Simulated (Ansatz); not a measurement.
# Ca3GeN: a sublattice moved along a line

Method: Ansatz, DFT PBEsol, scalar-relativistic, plane waves, PAW. Cutoff 420 eV, Γ-centred 10×10×10 k-points, Gaussian smearing of 0.15 eV. No spin polarisation. Energies are free energies at this smearing, counted from the undisturbed cell; pressure is positive in compression.

Reference structure (as given, not relaxed at this level; it stands at -0.1 GPa, and it needn't be the usual structure):

```yaml
crystal:
  lattice:
    - [4.75730, 0.00000, 0.00000]
    - [0.00000, 4.75730, 0.00000]
    - [0.00000, 0.00000, 4.75730]
  atoms:
    - { symbol: Ca, position: [0.00000, 0.50000, 0.50000] }
    - { symbol: Ca, position: [0.50000, 0.00000, 0.50000] }
    - { symbol: Ca, position: [0.50000, 0.50000, 0.00000] }
    - { symbol: Ge, position: [0.00000, 0.00000, 0.00000] }
    - { symbol: N, position: [0.50000, 0.50000, 0.50000] }
```

Every N atom is moved by x along the Cartesian unit vector (1.000, 0.000, 0.000); the cell and all other atoms stay fixed. The cell is metallic on the mesh throughout.

| x (Å) | ΔE (meV/cell) |
| --- | --- |
| -0.5000 | 1041.2 |
| -0.2500 | 187.6 |
| 0.0000 | 0.0 |
| 0.0625 | 10.3 |
| 0.1250 | 42.4 |
| 0.1875 | 99.7 |
| 0.3125 | 314.1 |
| 0.3750 | 489.6 |
| 0.4375 | 726.8 |

Question: Predict the pressure (GPa) at each point.

Answer:
```csv
x (Å),pressure (GPa)
-0.5000,3.2
-0.2500,0.5
0.0000,-0.1
0.0625,0.0
0.1250,0.1
0.1875,0.3
0.3125,1.0
0.3750,1.5
0.4375,2.3
```